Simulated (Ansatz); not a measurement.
# SrVO3: field gradients at two levels of theory

Cell: an entry of the Crystallography Open Database (COD), whose atoms a relaxation with PBE at fixed cell left in place.

```
Sr V O
1.0
     3.84090    0.00000    0.00000
     0.00000    3.84090    0.00000
     0.00000    0.00000    3.84090
Sr V O
1 1 3
Direct
  0.50000 0.50000 0.50000
  0.00000 0.00000 0.00000
  0.50000 0.00000 0.00000
  0.00000 0.50000 0.00000
  0.00000 0.00000 0.50000
```

Atoms are numbered from 1 in the order listed; like atoms form one site, named after its first atom.

First run. Level of theory: DFT, PBE, plane waves and PAW, scalar-relativistic, collinear spin, 420 eV cutoff, Γ-centred 9×9×9 k-points, Fermi–Dirac smearing 0.05 eV (Ansatz 0.2.0). Start moments as typed (μB): 1 on each V, none on the rest.

```json
{"site": "V", "atom": "2", "V_zz (10²¹ V/m²)": "0.00", "η": "–", "m (μB)": "0.25"}
{"site": "O", "atom": "3", "V_zz (10²¹ V/m²)": "3.24", "η": "0.00", "m (μB)": "0.00"}
```

Second run. The same atoms and settings, except that the functional is r2SCAN and the cutoff is 500 eV.

Question: What does the second run give?

Answer: 

```tsv
site	atom	V_zz	η	change of V_zz	m (μB)
V	2	0.00	–	0.00	0.82
O	3	3.63	0.00	+0.39	-0.02
```

The largest change of V_zz is on O, from 3.24 to 3.63. In per cent, |V_zz| changes by +12 on O (all sites that start above 2). Other sites without a gradient aren't listed. The absolute magnetisation of the cell goes from 0.3 to 1.2 μB.

The run finds no gap above 0.1 eV (a metal, or nearly one), so the gradients can move by 10 % or more with the k-mesh. Semilocal functionals can leave a metal where correlation in the d or f shell opens a gap in the real compound, and that would change the values at and beside V.
For the first run: The run lost most of its start moments on V; a state with other moments may lie lower. The magnetic order is the one that the run reached from its start moments, not necessarily the measured one (the real compound may not order at all).
For the second run: The program didn't check the stability of this electronic state in full, so a lower one may lie near. All moments are parallel here, as the start or the cell imposes; many such compounds order antiparallel, where fields and spin densities carried over to other atoms largely cancel. The magnetic order is the one that the run reached from its start moments, not necessarily the measured one.
